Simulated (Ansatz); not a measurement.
ZrSe (CsCl type, space group No. 221), plane-wave PAW PBE (Ansatz code), all energies at zero smearing, with the estimated change up to a 700 eV cutoff added, with one set of potentials and settings (totals compare only within such a set). Cell of 2 atoms (1 Zr, 1 Se): -9655.226 eV.

```tsv
element	reference phase	E (eV/atom)
Zr	P6_3/mmc, 2 atoms in the cell	-4183.8611
Se	P3_121, 3 atoms in the cell	-5469.0896
```

Formation energy per atom, worked out: (-9655.226 − 1×(-4183.8611) − 1×(-5469.0896))/2 = -1.138 eV/atom (-110 kJ per mol of atoms), at 0 K, without zero-point energy or fitted corrections.

Space group Pm-3m (CsCl type). The cell is a constructed one: a structure type filled with these elements; neither database checked (COD, Materials Project) lists it. Its standing as an ambient phase is unchecked. Symmetry was held in the PBE relaxation; whether a distortion lowers the energy is not shown. No spin polarisation was allowed. The references are the lowest solids computed at this level, not always the standard phases.

Potentials: the earlier of the program's two PAW sets.
